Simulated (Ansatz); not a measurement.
ScAg3:
```yaml
crystal:
  lattice:
    - [4.20392, 0.00000, 0.00000]
    - [0.00000, 4.20392, 0.00000]
    - [0.00000, 0.00000, 4.20392]
  atoms:
    - { symbol: Ag, position: [0.00000, 0.50000, 0.50000] }
    - { symbol: Ag, position: [0.50000, 0.50000, 0.00000] }
    - { symbol: Ag, position: [0.50000, 0.00000, 0.50000] }
    - { symbol: Sc, position: [0.00000, 0.00000, 0.00000] }
```

Relaxed with r²SCAN.

Q: Map the electron localisation function on the plane through (0.000, 0.500, 0.500) spanned by u = [1, 1, 0] and v = [1, 0, 1] in lattice vectors, from plane-wave PAW r²SCAN (Ansatz code).

A: x is the fraction of u, y of v (the angle between them is 60°; rows are the nearest grid lines); atoms in the plane: Ag at (0.00, 0.00), Ag at (0.00, 0.50), Ag at (0.50, 0.00), Sc at (0.50, 0.50).
```
|@@#*=:....:=*#@@@#*=:....:=*#@@|
|@@%*+-.....-+*%@@%*+-.....-+*%@|
|****+-:..:..:-+****+-:.....:-+*|
|=+++=-:.::::.:-=+++=-:......:-=|
|:----:::::::::::----:.........:|
|.....:::..   ..:::.............|
|....:::..      ..:::...........|
|...::::.         .::::....:::..|
|:...:::   .-==-.   :::...:----:|
|*+-:.::   =%%%%%%=   ::.:-+****|
|#*+-:::.  =%%*+*%%=  .:::-+*#%#|
|@%*+-::.  -%%+..+%%-  .::-+*%@@|
|@@%*+-::.  -%%+..+%%-  .::-+*%@|
|#%#*+-:::.  =%%*+*%%=  .:::-+*#|
|****+-:.::   =%%%%%%=   ::.:-+*|
|:----:...:::   .-==-.   :::...:|
|..:::....::::.         .::::...|
|...........:::..      ..:::....|
|.............:::..   ..:::.....|
|:.........:----:::::::::::----:|
|=-:......:-=+++=-:.::::.:-=+++=|
|*+-:.....:-+****+-:..:..:-+****|
|@%*+-.....-+*%@@%*+-.....-+*%@@|
|@@#*=:....:=*#@@@#*=:....:=*#@@|
```
Scale: ten equal steps from 0.063 (start of ' ') to 0.871 (end of '@'), in the order ' .:-=+*#%@'; x runs from 0.000 to 1.00, y from 0.000 (bottom) to 1.00 (top).

The density is the valence pseudo-density with augmentation charge, so density and ELF within about 1 Å of a nucleus are not all-electron values.

Space group Pm-3m (Cu3Au type). The start of the workflow was typed in or built on a structure type; neither database checked (COD, Materials Project) lists it. Whether it is the stable phase at ambient conditions was not checked. The cell was relaxed with r²SCAN under the symmetry of its start; its stability against distortions is not shown here. The run is not spin-polarised.

Potentials: the later of the program's two PAW sets.
